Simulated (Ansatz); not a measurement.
## Notes on TlRhSe$_{2}$

```yaml
crystal:
  lattice:
    - [0.00000, 0.00000, 6.29157]
    - [4.04401, -4.04401, 3.14579]
    - [4.04401, 4.04401, -3.14579]
  atoms:
    - { symbol: Tl, position: [0.25000, 0.00000, 0.00000] }
    - { symbol: Tl, position: [0.75000, 0.00000, 0.00000] }
    - { symbol: Se, position: [0.66670, 0.50000, 0.83340] }
    - { symbol: Se, position: [0.16670, 0.16660, 0.50000] }
    - { symbol: Se, position: [0.33330, 0.50000, 0.16660] }
    - { symbol: Se, position: [0.83330, 0.83340, 0.50000] }
    - { symbol: Rh, position: [0.75000, 0.50000, 0.50000] }
    - { symbol: Rh, position: [0.25000, 0.50000, 0.50000] }
```

Single point in Ansatz 0.2.0 with PBE, no spin polarisation. Cutoff 420 eV, PAW datasets, 7×7×7 Γ-centred k mesh, fermi-dirac filling (width 0.1 eV).

(1) Give the Bader charges.

(2) Describe some of the short contacts.

(3) Is there a gap?

(4) Is the cell too large or too small?

Origin: a known structure type with other elements, at an estimated volume, so it need not be a known compound. Caveats: many states at the Fermi level without spin polarisation, so a magnetic state may lie lower.

Answers

(1) Bader charges in e: Tl +0.49, Rh +0.20, Se -0.34. In the mean Tl gives up most and Se takes most.

(2) Se–Rh at 2.47 Å: least valence density 0.54 e/Å³ and ELF 0.42 there. Tl–Tl at 3.15 Å: least valence density 0.17 e/Å³ and ELF 0.16 there. Tl–Se at 3.40 Å: least valence density 0.11 e/Å³ and ELF 0.14 there. These are pseudo-fields; inside the PAW spheres they differ from the all-electron ones.

(3) It is a metal, with about 6.4 states/eV a cell as the mean within 0.25 eV of the Fermi level, mostly Rh d (46 %) and Se p (46 %).

(4) The pressure is -2.6 GPa (compression positive), so with the atoms held at these fractions the cell would first shrink. The principal stresses -4.2, -1.8, -1.8 GPa differ, so its shape would change too.
